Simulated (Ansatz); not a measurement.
Method: DFT PBE, scalar-relativistic, plane waves, PAW in Ansatz. Settings: cutoff 420 eV, Γ-centred meshes spaced at most about 0.3 Å⁻¹, and about 0.25 Å⁻¹ or finer for metals (2π included), Gaussian smearing. No spin polarisation in the final relaxations.

Each of these unrelaxed guesses is relaxed in cell and atoms within its symmetry. A guess keeps its type if space group and coordination stay and the shape of the cell changes little (axis ratios within about 15 %, angles within 6°); the volume may change.

1. Hf2H

```
Hf H
1.0
     3.01253    0.00000    0.00000
    -1.50626    2.60892    0.00000
     0.00000    0.00000    4.84534
Hf H
2 1
Cartesian
  0.0000 1.7393 1.2113
  1.5063 0.8696 3.6340
  0.0000 0.0000 0.0000
```

2. ScSn3Se

```
Sc Sn Se
1.0
     5.95828    0.00000    0.00000
    -2.97914    5.16002    0.00000
     0.00000    0.00000    4.64308
Sc Sn Se
1 3 1
Direct
  0.66667 0.33333 0.00000
  0.33333 0.66667 0.26086
  0.33333 0.66667 0.73915
  0.66667 0.33333 0.50000
  0.00000 0.00000 0.00000
```

Problem. Which guesses survive the relaxation?

Solution. Guess 1 keeps its type.

```json
{"guess": "1", "kept": "yes", "start group": "P-3m1", "end group": "P-3m1", "V start (Å³/atom)": "12.7", "V end": "15.5", "b/a and c/a, end over start": "1.00, 1.00", "nearest neighbours start": "H 6, Hf 3", "nearest neighbours end": "H 6, Hf 3"}
{"guess": "2", "kept": "no", "start group": "P-6m2", "end group": "P-6m2", "V start (Å³/atom)": "28.6", "V end": "26.6", "b/a and c/a, end over start": "1.00, 1.82", "nearest neighbours start": "Sc 2, Se 9, Sn 2", "nearest neighbours end": "Sc 3, Se 3, Sn 8/10"}
```

Neighbours count within 15 % of an atom's shortest distance; end groups are read at 0.02 Å (0.05 Å in metals).

Spin–orbit coupling, which can matter for Hf, is left out. A magnetic state wasn't ruled out in cells without spin, among them Hf2H P-3m1. Cells relaxed within their symmetry can be saddle points.

In counts of neighbours, a slash parts the counts of unlike sites.
